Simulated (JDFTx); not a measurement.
Ir(111) slab cut from bulk Ir (space group Fm-3m, indices of the conventional cell, lattice of the Materials Project entry mp-101, not re-optimised): 6 atoms in 6 planes, a 1x1 cell of 6.43 Å² (|a| = 2.725, |b| = 2.725 Å), 11.1 Å between the outermost planes, cell height 27.1 Å, 10×10×1 k mesh, Fermi smearing 0.01 Ha, no spin polarisation.

All numbers are PBE, GBRV ultrasoft potentials, plane waves to 20/100 Ha results from JDFTx (a modified build), not measurements. Liquid: linear PCM (GLSSA13), water, 1 M KCl. Between zero charge and 0.53 V from it the run gives σ = 8.0 μC/cm², a mean capacitance of 15.1 μF/cm². The liquid has ε = 78.4, a 1:1 salt at 1 M with linear (Debye) response, and T = 298 K.

Worked example: the Debye length, the diffuse-layer capacitance, and the inner capacitance that is left when the two stand in series.

Each ion has density c = 1 × 6.022×10⁻⁴ = 6.022e-04 Å⁻³. λ² = ε kT / (8π (e²/4πε₀) c) with kT = 0.02568 eV and e²/4πε₀ = 14.40 eV Å gives λ = 3.04 Å; the log prints 3.04 Å. C_diffuse = ε₀ε/λ = 228 μF/cm². Then 1/C_inner = 1/15.1 − 1/228, so C_inner = 16.2 μF/cm², which equals a vacuum gap of ε₀/C_inner = 0.55 Å. The diffuse layer takes 7 % of the potential drop; the rest lies between the electrode's charge and the onset of the dielectric, with the electrode's own (quantum) capacitance in it. The split is a model: in the calculation solvent and ions share one smooth cavity.
